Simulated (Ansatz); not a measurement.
Ba2TaBiO6:
```cif
data_Ba2BiO6Ta
_chemical_formula_sum 'Ba2 Ta1 Bi1 O6'
_space_group_name_H-M_alt 'P 1'
_space_group_IT_number 1
_cell_length_a 6.03699
_cell_length_b 6.03699
_cell_length_c 6.03699
_cell_angle_alpha 60.626
_cell_angle_beta 60.626
_cell_angle_gamma 60.626
loop_
_space_group_symop_operation_xyz
  'x, y, z'
loop_
_atom_site_label
_atom_site_type_symbol
_atom_site_fract_x
_atom_site_fract_y
_atom_site_fract_z
_atom_site_occupancy
Ba1 Ba 0.74886 0.74886 0.74886 1
Ba2 Ba 0.25114 0.25114 0.25114 1
Ta1 Ta 0.50000 0.50000 0.50000 1
Bi1 Bi 0.00000 0.00000 0.00000 1
O1 O 0.72548 0.21731 0.32361 1
O2 O 0.27452 0.78269 0.67639 1
O3 O 0.32361 0.72548 0.21731 1
O4 O 0.67639 0.27452 0.78269 1
O5 O 0.21731 0.32361 0.72548 1
O6 O 0.78269 0.67639 0.27452 1
```

Relaxed with r²SCAN.

### Question
Which orbitals make up the states near the band edges in plane-wave PAW r²SCAN (Ansatz code)?

### Answer
Top 1 eV of the valence band: O 2p 74 %, Bi 6s 17 %. Bottom 1 eV of the conduction band: Ta 5d 46 %, Bi 6p 20 %, O 2p 16 %, outside the projected shells 11 %. Projections are on Löwdin-orthogonalised atomic valence shells; empty p or d shells of many metals are not among them.

### Question
Tabulate the density of states.

### Answer
States/eV per cell of 10 atoms, in 0.25 eV bins, energy from the valence-band maximum.

```csv
E (eV),total,O 2p,Ta 5d,Bi 6p
-7.85,0.00,0.00,0.00,0.00
-7.60,0.00,0.00,0.00,0.00
-7.35,0.00,0.00,0.00,0.00
-7.10,0.00,0.00,0.00,0.00
-6.85,0.00,0.00,0.00,0.00
-6.60,0.00,0.00,0.00,0.00
-6.35,0.00,0.00,0.00,0.00
-6.10,0.00,0.00,0.00,0.00
-5.85,0.25,0.17,0.01,0.04
-5.60,7.36,4.97,0.78,1.22
-5.35,4.70,3.20,0.53,0.71
-5.10,3.75,2.59,0.41,0.51
-4.85,4.37,3.03,0.55,0.48
-4.60,3.91,2.76,0.50,0.36
-4.35,7.70,5.57,1.29,0.28
-4.10,15.54,11.01,3.39,0.20
-3.85,4.77,3.61,0.65,0.20
-3.60,3.16,2.61,0.16,0.16
-3.35,4.28,3.69,0.11,0.11
-3.10,8.62,7.60,0.09,0.08
-2.85,6.68,5.97,0.05,0.07
-2.60,9.54,8.66,0.09,0.10
-2.35,13.32,12.39,0.07,0.13
-2.10,11.53,10.77,0.07,0.13
-1.85,15.73,14.90,0.06,0.11
-1.60,10.79,10.27,0.05,0.05
-1.35,0.00,0.00,0.00,0.00
-1.10,0.98,0.78,0.04,0.01
-0.85,2.16,1.60,0.09,0.02
-0.60,2.92,2.14,0.08,0.02
-0.35,1.68,1.24,0.03,0.01
-0.10,0.26,0.19,0.00,0.00
0.15,0.00,0.00,0.00,0.00
0.40,0.00,0.00,0.00,0.00
0.65,0.00,0.00,0.00,0.00
0.90,0.00,0.00,0.00,0.00
1.15,0.00,0.00,0.00,0.00
1.40,0.00,0.00,0.00,0.00
1.65,0.00,0.00,0.00,0.00
1.90,0.00,0.00,0.00,0.00
2.15,0.00,0.00,0.00,0.00
2.40,0.00,0.00,0.00,0.00
2.65,0.00,0.00,0.00,0.00
2.90,0.08,0.01,0.03,0.03
3.15,1.73,0.21,0.67,0.57
3.40,5.27,0.75,2.22,1.34
3.65,7.08,1.13,3.51,1.12
3.90,6.59,1.24,3.13,1.08
4.15,5.49,1.06,2.37,1.11
4.40,5.26,0.91,1.58,1.55
4.65,4.19,0.63,0.75,1.29
4.90,5.33,0.83,0.92,1.52
5.15,5.56,0.94,0.71,1.69
5.40,5.81,1.01,0.74,1.55
5.65,2.95,0.21,0.17,0.10
5.90,4.44,0.28,0.23,0.08
6.15,4.17,0.22,0.16,0.05
6.40,5.25,0.26,0.15,0.12
6.65,10.15,0.52,0.29,0.29
6.90,11.96,0.48,0.31,0.25
7.15,10.75,0.40,0.27,0.11
7.40,5.62,0.20,0.12,0.08
7.65,6.32,0.22,0.18,0.21
```

Space group R-3. The first step of the workflow began from a Materials Project structure, measured or hypothetical; the Crystallography Open Database copy checked does not list it. Whether it is the stable phase at ambient conditions was not checked. The cell was relaxed with r²SCAN under the symmetry of its start; its stability against distortions is not shown here. No spin polarisation was allowed. Spin–orbit coupling is left out wherever it is not named.

Potentials: the later of the program's two PAW sets.
